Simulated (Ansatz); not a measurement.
**Na$_{2}$H$_{6}$PtO$_{6}$ as a free-standing sheet: computed properties**

Na2H6PtO6:
```
CELL_PARAMETERS angstrom
      5.69189     0.00000     0.00000
     -2.84594     4.92932     0.00000
      0.00000     0.00000    34.00000
ATOMIC_POSITIONS crystal
  Na 0.33333 0.66667 0.48925
  H  0.83883 0.67612 0.44602
  H  0.83729 0.16117 0.44602
  H  0.32388 0.16271 0.44602
  Pt 0.00000 0.00000 0.50000
  O  0.96755 0.69593 0.46601
  O  0.72838 0.03245 0.46601
  O  0.30407 0.27162 0.46601
  Na 0.66667 0.33333 0.51075
  H  0.16117 0.32388 0.55398
  H  0.16271 0.83883 0.55398
  H  0.67612 0.83729 0.55398
  O  0.03245 0.30407 0.53399
  O  0.27162 0.96755 0.53399
  O  0.69593 0.72838 0.53399
```
The layer is periodic in x and y and isolated along z.

Method: DFT-r²SCAN+D4 in the program Ansatz with PAW potentials. Lattice and atoms are relaxed at this level; other levels are named.

Structure:

* **In-plane lattice**: a = 5.692 Å
* **Distance between the outermost nuclei**: 3.67 Å
* **Exfoliation energy from the relaxed bulk parent**: 32 meV/Å²

Electronic structure:

* **Band gap**: 3.61 eV (direct)
* **Valence-band maximum**: at M
* **Conduction-band minimum**: at M
* **Ionisation potential (Kohn–Sham)**: 5.20 eV
* **Electron affinity (Kohn–Sham)**: 1.59 eV
* **Electron effective mass, in the valley at M**: 2.9 along x, 3.1 along y (mₑ)
* **Electron effective mass with spin–orbit coupling, in the valley at M**: 2.9 along x, 3.1 along y (mₑ)
* **Gap with spin–orbit coupling**: 3.42 eV
* **HSE06 gap on the r²SCAN+D4 cell**: 5.01 eV
* **HSE06 ionisation potential**: 6.16 eV

Charges:

- Bader charges: Na +0.89, H +0.56, Pt +1.64, O -1.13 e

Space group P-3. The layer was cut from a bulk entry of the Materials Project (measured or hypothetical); whether that bulk phase is the ambient one, and whether the layer has been isolated, was not checked. The cell was relaxed with r²SCAN+D4 under the symmetry of its start; its stability against distortions is not shown here. No spin polarisation was allowed. Spin–orbit coupling is left out wherever it is not named.

Potentials: the later of the program's two PAW sets.
